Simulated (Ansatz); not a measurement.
ZnPt₃:
Space group Pm-3m (No. 221); a = b = c = 3.8945 Å, α = β = γ = 90.00°

```tsv
atom	site	symmetry	x	y	z
Pt	3c	4/mm.m	0.0000	0.5000	0.5000
Zn	1a	m-3m	0.0000	0.0000	0.0000
```

Relaxed with r²SCAN.

Tabulate the valence density and the electron localisation function along the shortest Pt–Pt contact (2.75 Å), r²SCAN (plane waves, PAW; program Ansatz).



```csv
distance from Pt (Å),density (e/Å³),ELF
0.28,10.38,0.67
0.41,8.39,0.67
0.55,5.92,0.62
0.69,3.58,0.53
0.83,1.86,0.41
0.96,0.94,0.31
1.10,0.58,0.27
1.24,0.43,0.29
1.38,0.39,0.31
1.51,0.43,0.29
1.65,0.58,0.27
1.79,0.94,0.31
1.93,1.86,0.41
2.07,3.58,0.53
2.20,5.92,0.62
2.34,8.39,0.67
2.48,10.38,0.67
```

The density is the valence pseudo-density with augmentation charge, so density and ELF within about 1 Å of a nucleus are not all-electron values.

The workflow started from an entry of the Crystallography Open Database (COD). Its standing as an ambient phase is unchecked. Symmetry was held in the r²SCAN relaxation; its stability against distortions is not shown here. No spin polarisation was allowed. Scalar-relativistic: spin–orbit coupling is off unless named, which matters more the heavier the elements.

Potentials: the later of the program's two PAW sets.
